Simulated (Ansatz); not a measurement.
Strain response of SrCd$_{2}$Sb$_{2}$

The calculation used Ansatz, DFT PBEsol, scalar-relativistic, plane waves, PAW. Settings: 420 eV cutoff, 12×12×6 k-mesh, Gaussian smearing of 0.10 eV, no spin polarisation.

The relaxed crystal:

```
Sr Cd Sb
1.0
     4.70097    0.00000    0.00000
    -2.35048    4.07116    0.00000
     0.00000    0.00000    7.73462
Sr Cd Sb
1 2 2
Direct
  0.00000 0.00000 0.00000
  0.33333 0.66667 0.63178
  0.66667 0.33333 0.36822
  0.33333 0.66667 0.24939
  0.66667 0.33333 0.75061
```

Deformation: all cell vectors scaled alike, the atoms relaxed, all within the symmetry that the strain leaves. Energies are extrapolated to zero smearing. Stress is positive in compression, on the Cartesian axes of the cell above. Gaps are Kohn–Sham gaps over the whole zone.

Spin-orbit coupling is left out, which matters for the bands and energies of heavy elements.

```tsv
strain (%)	ΔE (meV/atom)	a (Å)	b (Å)	c (Å)	σxx (GPa)	σyy (GPa)	σzz (GPa)	gap (eV)
-3.0	35.8	4.560	4.560	7.503	5.11	5.11	4.30	0.24
-2.0	15.3	4.607	4.607	7.580	3.15	3.15	2.67	0.15
-1.0	3.7	4.654	4.654	7.657	1.47	1.47	1.23	0.07
+0.0	0.0	4.701	4.701	7.735	0.00	0.00	0.00	metal
+1.0	3.5	4.748	4.748	7.812	-1.27	-1.27	-1.06	metal
+2.0	13.4	4.795	4.795	7.889	-2.35	-2.35	-1.99	metal
+3.0	29.0	4.842	4.842	7.967	-3.29	-3.29	-2.77	metal
```